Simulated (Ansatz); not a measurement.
ZnAg:
```
ZnAg
1.0
    3.05465     0.00000     0.00000
    0.00000     3.05465     0.00000
    0.00000     0.00000     3.32161
Zn Ag
1 1
Cartesian
  1.52732   1.52732   1.66080
  0.00000   0.00000   0.00000
```

Relaxed with r²SCAN. Special points in fractions of this cell's reciprocal vectors: Γ (0.000, 0.000, 0.000); X (0.000, 0.500, 0.000); M (0.500, 0.500, 0.000); Z (0.000, 0.000, 0.500); R (0.000, 0.500, 0.500); A (0.500, 0.500, 0.500).

List the band energies nearest the Fermi level at these points for the program Ansatz at the r²SCAN level (PAW).

In eV from the Fermi level; about four levels below and three above (degenerate sets whole), none deeper than 8.9 eV; points with the same levels are listed once.

```csv
k,below,above
Γ,-5.74 -4.64 -4.64 -4.55,4.02 6.61 6.61
X,-5.37 -5.12 -4.79 -2.47,10.01 10.37 10.59
M,-4.91 -4.91 -4.09 -1.38 -1.38,2.11 3.09 10.33
Z,-5.31 -5.31 -4.65 -3.37,11.42 11.42 11.55
R,-4.74 -4.33 -1.98 -1.77,1.36 2.19 12.21
A,-6.57 -6.57 -4.36 -4.08,2.15 4.29 4.29
```

Space group P4/mmm (L1₀ or tetragonal B2). The first step of the workflow began from a Materials Project structure, measured or hypothetical; the Crystallography Open Database copy checked does not list it. COD files the formula under space group No. 221. Its standing as an ambient phase is unchecked. The cell keeps a stress of up to 0.2 GPa. The r²SCAN relaxation kept the symmetry of its start; its stability against distortions is not shown here. No spin polarisation was allowed. Spin–orbit coupling is left out wherever it is not named.

Potentials: the later of the program's two PAW sets.
